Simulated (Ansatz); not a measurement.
# What DFT gives for Sr₂TeWO₆

```
CELL_PARAMETERS angstrom
0.00000 4.11164 4.11164
4.11164 0.00000 4.11164
4.11164 4.11164 0.00000
ATOMIC_POSITIONS crystal
Te 0.50000 0.50000 0.50000
W 0.00000 0.00000 0.00000
O 0.72500 0.27500 0.27500
O 0.27500 0.72500 0.27500
O 0.27500 0.72500 0.72500
O 0.72500 0.27500 0.72500
O 0.27500 0.27500 0.72500
O 0.72500 0.72500 0.27500
Sr 0.25000 0.25000 0.25000
Sr 0.75000 0.75000 0.75000
```

The numbers come from plane-wave PAW DFT (Ansatz): r2SCAN, no spin polarisation, 500 eV, 7×7×7 Γ-centred k points, gaussian occupations (width 0.1395 eV). Nothing was relaxed.

(1) Is the cell too large or too small?

(2) Give the Bader charges.

(3) Which atom feels the largest force, and which way?

(4) Describe some of the short contacts.

(5) Metal or insulator?

Origin: a known structure type with other elements, at an estimated volume, so it need not be a known compound. Caveats: many states at the Fermi level without spin polarisation, so a magnetic state may lie lower; atoms or cell far from equilibrium.

## Answers

(1) The pressure is -0.7 GPa (compression positive), so with the atoms held at these fractions the cell would first shrink; the forces are large, so a full relaxation may end otherwise.

(2) Bader charges in e: Sr +1.64, Te +3.67, W +1.44, O -1.40. In the mean Te gives up most and O takes most.

(3) The largest is on O7 (and as large on other atoms): 3.00 eV/Å, components (0.00, 0.00, -3.00). It makes 180° with the line to a nearest neighbour, Te1 at 1.85 Å, pointing away from it.

(4) Te–O at 1.85 Å: least valence density 1.08 e/Å³ and ELF 0.42 there. W–O at 2.26 Å: least valence density 0.35 e/Å³ and ELF 0.06 there. Sr–O at 2.91 Å: least valence density 0.10 e/Å³ and ELF 0.04 there. These are pseudo-fields; inside the PAW spheres they differ from the all-electron ones.

(5) It is a metal, with about 10 states/eV a cell as the mean within 0.25 eV of the Fermi level, mostly W d (81 %) and O p (13 %).
